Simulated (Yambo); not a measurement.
G0W0@LDA for CaGa2P2 (space group P6_3/mmc, No. 194) in Yambo. Reference settings: 3×3×1 Γ-centred k mesh, bands 3 to 311 and a 7 Ry block in the screening, 311 bands in G with the Bruneval-Gonze terminator, plasmon pole fitted at 27.2 eV. The LDA gap Γ → (0, 0.333, 0) on this mesh is 0.35 eV; G0W0 gaps are taken between the same points.

Gap (Γ → (0, 0.333, 0)) in eV against the number of bands and the screening block, terminator on:

| bands (W and G) | 2 Ry | 3 Ry | 4 Ry | 6 Ry | 7 Ry |
|---|---|---|---|---|---|
| 85 | 0.865 | 0.894 | 0.963 | 1.017 | 1.026 |
| 124 | 0.799 | 0.821 | 0.916 | 0.990 | 1.002 |
| 178 | 0.766 | 0.781 | 0.897 | 0.994 | 1.010 |
| 243 | 0.754 | 0.758 | 0.882 | 0.994 | 1.012 |
| 311 | 0.750 | 0.751 | 0.876 | 0.997 | 1.016 |

Rough cost of the Yambo step against the reference (shared machines):

```json
[
 {"bands (W and G)": "85", "2 Ry": "1/6", "3 Ry": "1/6", "4 Ry": "1/6", "6 Ry": "1/5", "7 Ry": "1/4"},
 {"bands (W and G)": "124", "2 Ry": "1/4", "3 Ry": "1/4", "4 Ry": "1/4", "6 Ry": "1/3", "7 Ry": "1/3"},
 {"bands (W and G)": "178", "2 Ry": "1/3", "3 Ry": "1/3", "4 Ry": "1/3", "6 Ry": "1/2", "7 Ry": "~1"},
 {"bands (W and G)": "243", "2 Ry": "~1", "3 Ry": "~1", "4 Ry": "~1", "6 Ry": "~1", "7 Ry": "~1"},
 {"bands (W and G)": "311", "2 Ry": "~1", "3 Ry": "~1", "4 Ry": "~1", "6 Ry": "~1", "7 Ry": "1"}
]
```

At the largest block the last step in bands moves the gap by 0.004 eV; at the most bands the last step in the block moves it by 0.019 eV.

The mesh misses a band edge: along a dense path the LDA gap is 0.06 eV against 0.35 eV on the mesh.

Spin-orbit splittings are left out.

The standard potential for Ga keeps a d shell in the valence without the s and p states of that shell. In tests on such compounds this moved G0W0 gaps by up to about 0.9 eV, so absolute quasiparticle energies here are unreliable; differences between settings are what counts.

Geometry of the Materials Project entry, not relaxed at this level; primitive cell a = b = 3.841 Å, c = 16.400 Å, α = β = 90.00°, γ = 120.00°.

The structure is a Materials Project entry; no match was found in the copy of COD used, and its stability was not checked.
